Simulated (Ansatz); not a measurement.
Lu (hcp (Mg type), P6_3/mmc) under volume change, plane-wave PAW PBE (Ansatz code), shape and atoms relaxed at each volume.

| V (Å³/atom) | E − E(relaxed) (meV/atom) | P (GPa) |
|---|---|---|
| 26.456 | ? | ? |
| 27.328 | 16.6 | 3.18 |
| 28.200 | 4.0 | 1.49 |
| 29.072 | 0.0 | 0.00 |
| 29.944 | 3.6 | -1.30 |
| 30.817 | 13.8 | -2.44 |
| 31.689 | ? | ? |

Problem. Some entries are withheld; supply them.

Solution. 
- 26.456, E − E(relaxed) (meV/atom): 39.1
- 26.456, P (GPa): 5.13
- 31.689, E − E(relaxed) (meV/atom): 29.8
- 31.689, P (GPa): -3.44

Problem. What does a third-order Birch–Murnaghan fit give for V₀, B₀ and B′?

Solution. V₀ = 29.07 Å³/atom, B₀ = 46.3 GPa, B′ = 3.4.

The PBE relaxation kept the symmetry of its start. Spin–orbit coupling is left out wherever it is not named.

Potentials: the later of the program's two PAW sets.
